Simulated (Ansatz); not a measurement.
Property card for AlV

AlV:
```
AlV
1.0
    1.72414    -1.94650     0.00000
    1.72414     1.94650     0.00000
    0.00000     0.00000     4.00423
Al V
1 1
Direct
  0.00000   0.00000   0.00000
  0.50000   0.50000   0.50000
```

Space group Cmmm (No. 65); conventional cell a = 3.448 Å, b = 3.893 Å, c = 4.004 Å, α = 90.00°, β = 90.00°, γ = 90.00°.

Method: LDA (plane waves, PAW; program Ansatz). The cell and atoms are relaxed at this level. Other levels are named where they apply.

**Cell and energy**

| Property | Value |
|---|---|
| Volume per atom | 13.44 Å³ |
| Density | 4.81 g/cm³ |
| Formation energy from the elements (no fitted shifts) | -0.21 eV/atom |

**Electronic structure**

| Item | Result |
|---|---|
| Electronic character | metallic (no gap) |
| Density of states at the Fermi level | 0.51 states/eV per atom (mean over ±0.08 eV) |

**Mechanics**

| Quantity | Result |
|---|---|
| Bulk modulus (Birch–Murnaghan fit) | 162 GPa |
| Pressure derivative B′ | 4.0 |
| Elastic constants (relaxed ions, GPa) | C11 = 190, C22 = 265, C33 = 277, C12 = 155, C13 = 132, C23 = 80.6, C44 = 100, C55 = 159, C66 = 150 |
| Mechanical stability | stable (all eigenvalues of C positive) |
| Hill bulk and shear moduli | 163 and 86.9 GPa |
| Young's modulus | 221 GPa |
| Poisson's ratio | 0.27 |
| Debye temperature from the elastic constants | 592 K |

**Phonons**

| Item | Value |
|---|---|
| Highest zone-centre frequency | 345 cm⁻¹ |
| Zone-centre stability | no imaginary mode at Γ |

The workflow started from a Materials Project entry (that database holds measured and hypothetical structures alike); the Crystallography Open Database copy checked does not list it. With Al and V taken as one species the cell has the higher symmetry I4/mmm, so it may be an ordered model of a mixed-site phase. Its standing as an ambient phase is unchecked. Symmetry was held in the LDA relaxation. The run is not spin-polarised. As this level gives no gap, shear constants depend on the k-mesh and smearing (Fermi–Dirac, 0.1 eV here). As this level gives no gap, phonon frequencies hold no LO–TO term and depend on the k-mesh and smearing (Fermi–Dirac, 0.1 eV here). Axis ratios of metals converge slowly with the k-mesh, so a and c are less sure than the volume. The references are the lowest solids computed at this level, not always the standard phases.

Potentials: the later of the program's two PAW sets.
